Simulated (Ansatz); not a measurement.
# NiPt (P4/mmm): field of 500 T on the spins

The calculation used Ansatz, DFT, LDA, PAW with Ansatz's default frozen-core files, scalar-relativistic.

Command: `ansatz run input.yaml --threads 1 --pin off --max-ram 3072MiB --backend cpu --events-out ev --progress --plain --runs-dir out`

```yaml
crystal:
  lattice:
    - [2.7099397941, 0.0, 0.0]
    - [0.0, 2.7099397941, 0.0]
    - [0.0, 0.0, 3.57832]
  atoms:
    - { symbol: Ni, position: [0.5, 0.5, 0.5], spin: 0.4 }
    - { symbol: Pt, position: [0.0, 0.0, 0.0], spin: 0.2 }
magnetization:
  spin_polarized: true
  magnetic_field: 500
kpoints:
  mp_grid: { grid: [11, 11, 8] }
scf:
  occupations: { method: fermi_dirac, width: 0.1 }
  convergence: { dr2_threshold: 1.0e-10 }
  lower_state_search: "off"
hamiltonian:
  xc: lda
  pseudopotentials: { kind: paw }
output:
  forces: true
  stress: true
  eigenvalues: true
```

Log:

```
Engine: ansatz 0.2.0
Pseudopotentials: kind: paw
Pseudopotential: Ni, paw, valence charge 18, recommended cutoff 420 eV (normal), Ni.paw.azcp
Pseudopotential: Pt, paw, valence charge 18, recommended cutoff 420 eV (normal), Pt.paw.azcp
Functional definition: SPW92
  exchange = slater_x
  correlation = pw_c
Crystal: 2 atoms, lattice volume = 26.278 Å³
Basis set: ecut = 420 eV, 519 PW (Γ)
Bands: 23, of which v1, the nominal top of the filled ones, is band 18 counted from 1 (17 counted from 0)
Symmetry: 16 space group operations
Space group: P4/mmm (ITA 123), of the structure as read, at distance tolerance 3.0e-5 Å
Magnetic group: BNS 123.339 (UNI 999), of the structure as read, at distance tolerance 3.0e-5 Å
k-points: 105 of 968
Non-local potential: Ni, projectors of the file, l = 0: 3, l = 1: 2, l = 2: 3, l = 3: 1
Non-local potential: Pt, projectors of the file, l = 0: 3, l = 1: 2, l = 2: 2, l = 3: 1
PAW form: soft (Blöchl's): semilocal exchange-correlation on the pseudo side does not see the compensation charge
PAW frozen core: Ni, regenerated for the run's functional, and the local potential with it (the file was generated under x = pbe(κ = 0.804, μ = 0.2195149727645171), c = pbe(β = 0.06672455060314922))
PAW frozen core: Pt, regenerated for the run's functional, and the local potential with it (the file was generated under x = pbe(κ = 0.804, μ = 0.2195149727645171), c = pbe(β = 0.06672455060314922))
PAW one-centre angular grid: Ni, 590 points (default); XC on 64 Gauss nodes
PAW one-centre angular grid: Pt, 590 points (default); XC on 64 Gauss nodes
Initial density: superposition of atomic densities (chi_scale 0.1, normalization cell)
Starting moments: Σ|m| = 0.6 μB on 2 of 2 sites
Magnetic field: 500 T along the axis of the moments, on the spin alone (28.9419 meV per μB along it)
Initial wavefunctions: pseudopotential atomic-orbital guess
Functional: x = slater, c = lda
SCF iter   1: F=—  HF=-18021.654443 eV  |F-HF|=—  |Δ(HF+E_count)|=         —  Δρ=1.64e-1 (↑1.22e-1 ↓1.64e-1)  dr2=2.60e1  dr2_m=1.63e-1  M=0.323 μB ∫|m|=0.330 μB  β_m=0.30  ethr=3.10e-3  ⟨swp⟩=4.9  Hψ=17961  notcnv=0
preconditioner: auto → none  [metal: Δε(μ)=0.005 eV  Ē_g=10.655 eV  σ=0.100 eV  W_gap=0.01  n_scr=6 (ndim 8)  ℏωp=32.4 eV  f_vac=0.000  D(μ)=3.02/eV (n_scr^D=36)  sad-step TF]
[...]
SCF iter  24: F=—  HF=-18018.552038 eV  |F-HF|=—  |Δ(HF+E_count)|=   1.62e-9  Δρ=4.49e-6 (↑4.48e-6 ↓4.49e-6)  dr2=3.40e-9  dr2_m=4.39e-9  M=0.927 μB ∫|m|=0.975 μB  β_m=0.77  ethr=4.05e-11  ⟨swp⟩=2.0  Hψ=7333  notcnv=0  defer=17
SCF iter  25: F=—  HF=-18018.552038 eV  |F-HF|=—  |Δ(HF+E_count)|=  2.18e-11  Δρ=6.70e-7 (↑2.81e-7 ↓6.70e-7)  dr2=1.00e-10  dr2_m=2.82e-11  M=0.926 μB ∫|m|=0.975 μB  β_m=0.77  ethr=9.45e-12  ⟨swp⟩=2.0  Hψ=6869  notcnv=0  defer=17
SCF iter  26: F=-18018.552038 eV  HF=-18018.552038 eV  |F-HF|=7.28e-12  |Δ(HF+E_count)|=  1.09e-11  Δρ=1.46e-7 (↑1.46e-7 ↓7.27e-8)  dr2=3.23e-12  dr2_m=1.78e-12  M=0.926 μB ∫|m|=0.975 μB  ethr=1.00e-12  ⟨swp⟩=4.1  Hψ=14098  notcnv=0
SCF 1 converged in 26 iterations: F = -18018.552038 eV  dr2 = 3.23e-12
  greatest PAW one-centre occupation: 1.002 electrons in one spin orbital (limit 2), on the Ni atom at site 0 (counted from 0), in its partial waves of l = 1
SCF converged after 26 iterations
Magnetization: 0.9265 μB (18.4632 up, 17.5368 down)
Absolute magnetization: 0.9750 μB (∫|ρ↑−ρ↓|, with the PAW one-centre terms)
Spin contamination: 0.0072 ħ² per cell (⟨S²⟩ above its minimum at these occupations)
Per-site moments (μB) at R_I (Å): [(0.653876409766688, 1.081425245951643), (0.28993671162439033, 1.081425245951643)]
Free energy (F): -18018.552038 eV
Harris-Foulkes:  -18018.552038 eV  (|F-HF|=7.28e-12)
Internal energy: -18018.447432 eV  (E = F + TS)
E sigma→0 (E₀):  -18018.499735 eV
Entropy (-TS):   -0.104606 eV (-52.303 meV/atom)
Fermi energy:    20.470172 eV
--- Per-component energies (eV) ---
  E_band       = -418.121538
  E_kinetic    = 920.695145
  E_local      = -5029.054921  (includes V_loc(G=0)·N_el)
  E_nonlocal   = 847.212638
  E_hartree    = 2039.058196
  E_xc         = -344.850892
  E_vxc        = -412.063030  (∫ρ·V_xc dr)
  E_paw        = -10742.056590  (= ΣΔE_a)
  E_vpaw       = -823.001424  (= ΣTr[D̂ρ^β])
  E_aug_tail   = 0.000623  (compensation charges beyond the density's cutoff)
  E_zeeman     = -0.026815  (= −μ_B·B·M)
  E_ewald      = -5710.322807
  E_core_change = 0.897990  (= ΣΔE_core)
  E_smearing   = -0.104606  (= −TS)
  E_closure    = 0.000000  (closes the sum)
  Σ components = -18018.552038   (vs F -18018.552038, Δ=0.00e0)
--- Forces (eV/Å), atoms counted from 1 ---
  atom   1  Ni     0.00000000     0.00000000     0.00000000
  atom   2  Pt    -0.00000000    -0.00000000     0.00000000
  max |Σ_I F_I| component: 1.01e-28 eV/Å
--- Stress (GPa, compression-positive) ---
      -12.278456       0.000000       0.000000
        0.000000     -12.278456       0.000000
        0.000000       0.000000     -10.611630
  P = ⅓ Tr σ = -11.7228 GPa (-117.228 kbar)
--- Band table (eV; the first three rows and the last of 210) ---
  k-point 0 ↑: bands = ["-82.2073", "-78.2405", "-43.0626", "-42.9818", "-42.9818", "-32.3145", "-32.2367", "-32.2367", "10.6854", "14.3416", "14.3967", "17.3671", "17.3671", "18.2264", "18.7916", "19.3603", "20.2704", "20.4104", "20.4104", "23.4087", "31.2083", "32.0468", "32.0468"]
  k-point 1 ↑: bands = ["-82.2073", "-78.2405", "-43.0626", "-42.9818", "-42.9818", "-32.3167", "-32.2367", "-32.2367", "10.8950", "14.3961", "14.4784", "17.4386", "17.4386", "18.1409", "18.8367", "19.2795", "20.2171", "20.2171", "20.2180", "22.4282", "32.4444", "32.4878", "32.4878"]
  k-point 2 ↑: bands = ["-82.2072", "-78.2405", "-43.0626", "-42.9817", "-42.9817", "-32.3220", "-32.2368", "-32.2368", "11.4815", "14.5382", "14.6780", "17.6528", "17.6528", "17.9248", "18.9625", "19.0601", "19.7291", "19.7291", "20.0744", "20.5554", "33.7022", "33.7022", "34.9405"]
  k-point 104 ↓: bands = ["-81.3668", "-77.9891", "-42.2345", "-42.2205", "-42.2204", "-32.2754", "-32.2751", "-32.0097", "14.6277", "15.7037", "15.7770", "17.7799", "18.1426", "18.1914", "19.3128", "19.6351", "20.4114", "21.2820", "26.7512", "27.4439", "28.1791", "28.4580", "29.7789"]
```

Site moments (μB): Ni1 0.65, Pt2 0.29. Cell moment 0.93 μB.

The magnetic group in the log treats spin as a scalar label, without spin–orbit coupling.

The PAW files were made with PBE; the program remakes their cores once for the run's functional and then keeps them frozen. The Ansatz runs typed with the search for lower states off end where their start leads. Spin–orbit coupling is left out although heavy atoms are present. None of this fixes the real material's magnetic order: only patterns that fit the cell were computed, at zero temperature, with a functional that can overstate moments.

It took 19 s on 1 thread of Arm Neoverse V1, with other jobs on the host, peak memory 0.37 GiB.
